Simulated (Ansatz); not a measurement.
# SiO2 under strain — ¹⁷O NMR of the central transition

Cell: a COD entry, relaxed with PBE at fixed cell and then changed (z compressed by 2 %, ions relaxed).

```xyz
6
Lattice="4.1667 0.0000 0.0000 0.0000 4.1667 0.0000 0.0000 0.0000 2.6112" Properties=species:S:1:pos:R:3 pbc="T T T"
Si    0.0000    0.0000    0.0000
Si    2.0833    2.0833    1.3056
O     1.2710    1.2710    0.0000
O     0.8123    3.3544    1.3056
O     2.8957    2.8957    0.0000
O     3.3544    0.8123    1.3056
```

Atom numbers follow the list; atoms alike are taken as one site, whose name carries the number of the first.

All values are calculated (Ansatz; DFT, PBE, plane waves and PAW, scalar-relativistic, 420 eV cutoff, Γ-centred 7×7×11 k-points, Fermi–Dirac smearing 0.02 eV), not measured.

¹⁷O has I = 5/2 and Q = -25.58 mb (Pyykkö 2018); at 21.1 T its Larmor frequency is ν₀ = 121.8 MHz. Only the quadrupole interaction is simulated: positions count from each site's isotropic chemical shift, and J coupling is left out, as are shift anisotropy and dipolar coupling, which fast spinning averages.

Simulated pattern of one O site (fast magic-angle spinning, Gaussian broadening 0.1 kHz):

(offset (kHz), height): (-5.821, 0), (-5.675, 0), (-5.529, 5), (-5.383, 7), (-5.237, 7), (-5.091, 7), (-4.945, 8), (-4.799, 8), (-4.653, 8), (-4.507, 8), (-4.361, 8), (-4.215, 9), (-4.069, 9), (-3.923, 13), (-3.777, 38), (-3.631, 45), (-3.485, 51), (-3.338, 67), (-3.192, 97), (-3.046, 74), (-2.900, 63), (-2.754, 58), (-2.608, 55), (-2.462, 54), (-2.316, 53), (-2.170, 53), (-2.024, 54), (-1.878, 56), (-1.732, 59), (-1.586, 64), (-1.440, 72), (-1.294, 92), (-1.148, 100), (-1.002, 75), (-0.856, 65), (-0.710, 58), (-0.564, 52), (-0.418, 14), (-0.272, 0), (-0.126, 0)

(1) Which |C_Q| and η does the pattern imply?

Results:

(1) The pattern spans 5.10 kHz before broadening and its centre of gravity is at -2.24 kHz, which fixes P_Q; the places of the horns and steps fix η. That gives P_Q = 6.75 MHz, |C_Q| = 6.68 MHz and η = 0.24. The sign of C_Q can't be read from the pattern.

At O V_zz stands upright on the plane through its three neighbours (within 1°).

At this changed cell the PBE pressure is 21 GPa.
